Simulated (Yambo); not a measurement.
G0W0@PBEsol for CaI$_{2}$ (CdI2 type, space group P-3m1, No. 164) in Yambo (3×3×2 mesh, 8 Ry block, plasmon pole, screening fixed), without a terminator:

| bands N in G | gap Γ → (0, 0.333, 0) (eV) | shift of the valence edge (eV) |
|---|---|---|
| 74 | 5.882 | -0.881 |
| 139 | 5.896 | -1.108 |
| 224 | 5.889 | -1.207 |

Q: Extrapolate both columns to infinite N with E(N) = E∞ + A/N, test the form, and compare with the terminator.

A: From two points, E∞ = (N2 E2 − N1 E1)/(N2 − N1). The two largest N give 5.88 eV for the gap and -1.37 eV for the shift; the two smallest give 5.91 eV and -1.37 eV. For the gap the slopes A are -2.2 and 2.6 eV: the form isn't reached, and its limit is uncertain. For the shift the slopes A are 36 and 36 eV: the 1/N form holds. With the Bruneval-Gonze terminator and 224 bands the run gives 5.85 eV and -1.27 eV, 0.03 eV and 0.10 eV from the extrapolated values: the terminator too is an estimate of the remainder. Block, mesh and the bands in W are held fixed.

Spin-orbit coupling is not included.

Geometry relaxed with PBE+D3(BJ); primitive cell a = 4.432 Å, b = 4.432 Å, c = 6.920 Å, α = 90.00°, β = 90.00°, γ = 120.00°.

A shift is the quasiparticle energy of the state minus its PBEsol energy.
